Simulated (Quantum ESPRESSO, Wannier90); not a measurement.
AlAs (zinc blende): Wannier90 run

Materials Project entry mp-2172; symmetrised, unrelaxed at this level. COD (Crystallography Open Database) has an entry of this formula and space group (matched by these alone). Computed values, not measurements, from PBEsol: Quantum ESPRESSO (norm-conserving PseudoDojo potentials, cutoff 68 Ry, no spin polarisation, no spin-orbit coupling) on a Γ-centred 10×10×10 mesh, then Wannier90. Density: 10×10×10 mesh, cold smearing 0.01 Ry. Spin-orbit coupling, left out, would split the p-like bands by a few tenths of an eV.

Input w.win:

```
num_bands = 15
num_wann = 8
exclude_bands = 1-5
num_iter = 0
conv_tol = 1.0e-6
conv_window = 4
dis_num_iter = 1000
dis_conv_tol = 1.0e-6
dis_froz_max = 9.16
write_hr = true
write_u_matrices = true
begin projections
Al: s;p
As: s;p
end projections
begin unit_cell_cart
ang
    0.0000000000    2.8379000000    2.8379000000
    2.8379000000    0.0000000000    2.8379000000
    2.8379000000    2.8379000000    0.0000000000
end unit_cell_cart
begin atoms_frac
Al   0.0000000000  0.0000000000  0.0000000000
As   0.2500000000  0.2500000000  0.2500000000
end atoms_frac
mp_grid = 10 10 10
begin kpoints
0.0000000000 0.0000000000 0.0000000000
0.0000000000 0.0000000000 0.1000000000
0.0000000000 0.0000000000 0.2000000000
... (997 more lines: the 10x10x10 mesh through Gamma)
end kpoints
```

On the energy scale of pw.x, whose zero is arbitrary, the valence-band maximum lies at 6.32 eV. Lines of w_hr.dat (R1 R2 R3 m n Re Im, eV) for R = 0 and one of the shortest lattice vectors, rounded to 0.01 eV, lines under 0.02 eV left out; orbitals in order: Al1 s, Al1 pz, Al1 px, Al1 py, As2 s, As2 pz, As2 px, As2 py.

```
    0    0    0    1    1     5.66     0.00
    0    0    0    5    1    -1.51     0.00
    0    0    0    6    1     1.33     0.00
    0    0    0    7    1     1.33     0.00
    0    0    0    8    1     1.33     0.00
    0    0    0    2    2     9.80     0.00
    0    0    0    5    2    -1.29     0.00
    0    0    0    6    2     0.08     0.00
    0    0    0    7    2     1.23     0.00
    0    0    0    8    2     1.23     0.00
    0    0    0    3    3     9.81     0.00
    0    0    0    5    3    -1.29     0.00
    0    0    0    6    3     1.23     0.00
    0    0    0    7    3     0.08     0.00
    0    0    0    8    3     1.23     0.00
    0    0    0    4    4     9.81     0.00
    0    0    0    5    4    -1.29     0.00
    0    0    0    6    4     1.23     0.00
    0    0    0    7    4     1.23     0.00
    0    0    0    8    4     0.08     0.00
    0    0    0    1    5    -1.51     0.00
    0    0    0    2    5    -1.29     0.00
    0    0    0    3    5    -1.29     0.00
    0    0    0    4    5    -1.29     0.00
    0    0    0    5    5    -1.55     0.00
    0    0    0    1    6     1.33     0.00
    0    0    0    2    6     0.08     0.00
    0    0    0    3    6     1.23     0.00
    0    0    0    4    6     1.23     0.00
    0    0    0    6    6     7.10     0.00
    0    0    0    1    7     1.33     0.00
    0    0    0    2    7     1.23     0.00
    0    0    0    3    7     0.08     0.00
    0    0    0    4    7     1.23     0.00
    0    0    0    7    7     7.10     0.00
    0    0    0    1    8     1.33     0.00
    0    0    0    2    8     1.23     0.00
    0    0    0    3    8     1.23     0.00
    0    0    0    4    8     0.08     0.00
    0    0    0    8    8     7.10     0.00
   -1    0    0    1    1    -0.08     0.00
   -1    0    0    2    1     0.09     0.00
   -1    0    0    3    1    -0.07     0.00
   -1    0    0    4    1     0.09     0.00
   -1    0    0    6    1     0.08     0.00
   -1    0    0    7    1    -0.05     0.00
   -1    0    0    8    1     0.08     0.00
   -1    0    0    1    2    -0.09     0.00
   -1    0    0    2    2     0.30     0.00
   -1    0    0    3    2     0.21     0.00
   -1    0    0    4    2     0.20     0.00
   -1    0    0    5    2    -0.05     0.00
   -1    0    0    6    2     0.09     0.00
   -1    0    0    7    2     0.03     0.00
   -1    0    0    8    2     0.12     0.00
   -1    0    0    1    3    -0.07     0.00
   -1    0    0    2    3    -0.21     0.00
   -1    0    0    3    3    -0.49     0.00
   -1    0    0    4    3    -0.21     0.00
   -1    0    0    5    3     0.08     0.00
   -1    0    0    6    3    -0.07     0.00
   -1    0    0    7    3    -0.11     0.00
   -1    0    0    8    3    -0.07     0.00
   -1    0    0    1    4    -0.09     0.00
   -1    0    0    2    4     0.20     0.00
   -1    0    0    3    4     0.21     0.00
   -1    0    0    4    4     0.30     0.00
   -1    0    0    5    4    -0.05     0.00
   -1    0    0    6    4     0.12     0.00
   -1    0    0    7    4     0.03     0.00
   -1    0    0    8    4     0.09     0.00
   -1    0    0    1    5    -1.51     0.00
   -1    0    0    2    5     1.29     0.00
   -1    0    0    3    5    -1.29     0.00
   -1    0    0    4    5     1.29     0.00
   -1    0    0    6    5    -0.04     0.00
   -1    0    0    7    5     0.09     0.00
   -1    0    0    8    5    -0.04     0.00
   -1    0    0    1    6    -1.33     0.00
   -1    0    0    2    6     0.08     0.00
   -1    0    0    3    6    -1.23     0.00
   -1    0    0    4    6     1.23     0.00
   -1    0    0    5    6     0.04     0.00
   -1    0    0    6    6     0.11     0.00
   -1    0    0    7    6    -0.09     0.00
   -1    0    0    8    6    -0.05     0.00
   -1    0    0    1    7     1.33     0.00
   -1    0    0    2    7    -1.23     0.00
   -1    0    0    3    7     0.08     0.00
   -1    0    0    4    7    -1.23     0.00
   -1    0    0    5    7     0.09     0.00
   -1    0    0    6    7     0.09     0.00
   -1    0    0    7    7    -0.30     0.00
   -1    0    0    8    7     0.09     0.00
   -1    0    0    1    8    -1.33     0.00
   -1    0    0    2    8     1.23     0.00
   -1    0    0    3    8    -1.23     0.00
   -1    0    0    4    8     0.08     0.00
   -1    0    0    5    8     0.04     0.00
   -1    0    0    6    8    -0.05     0.00
   -1    0    0    7    8    -0.09     0.00
   -1    0    0    8    8     0.11     0.00
```
